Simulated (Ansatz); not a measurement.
Given:

Cs2Ni3S4:
```
CELL_PARAMETERS angstrom
      0.00000     5.03199     7.59093
      2.96740     0.00000     7.59093
      2.96740     5.03199     0.00000
ATOMIC_POSITIONS crystal
  Cs 0.66143 0.66143 0.33857
  Cs 0.33857 0.33857 0.66143
  Ni 0.00000 0.00000 0.00000
  Ni 0.00000 0.00000 0.50000
  Ni 0.50000 0.50000 0.00000
  S  0.07406 0.73879 0.26121
  S  0.92594 0.26121 0.73879
  S  0.73879 0.07406 0.92594
  S  0.26121 0.92594 0.07406
```

This is the HSE06-relaxed structure.

All from plane-wave PAW HSE06 (Ansatz code), unless another level is named. Estimate the smallest direct gap on the standard path.

2.79 eV.

Next, the band gap?

2.41 eV (indirect).

Space group Fmmm. The first step of the workflow began from a Materials Project structure, measured or hypothetical; the Crystallography Open Database copy checked does not list it. Its standing as an ambient phase is unchecked. The cell was relaxed with HSE06 under the symmetry of its start; whether a distortion lowers the energy is not shown. No spin polarisation was allowed. The hybrid was solved on a coarse mesh, the path and, where they were found, the r²SCAN edge points; its band edges are the extreme levels among these. Scalar-relativistic: spin–orbit coupling is off unless named, which matters more the heavier the elements.

Potentials: the later of the program's two PAW sets.
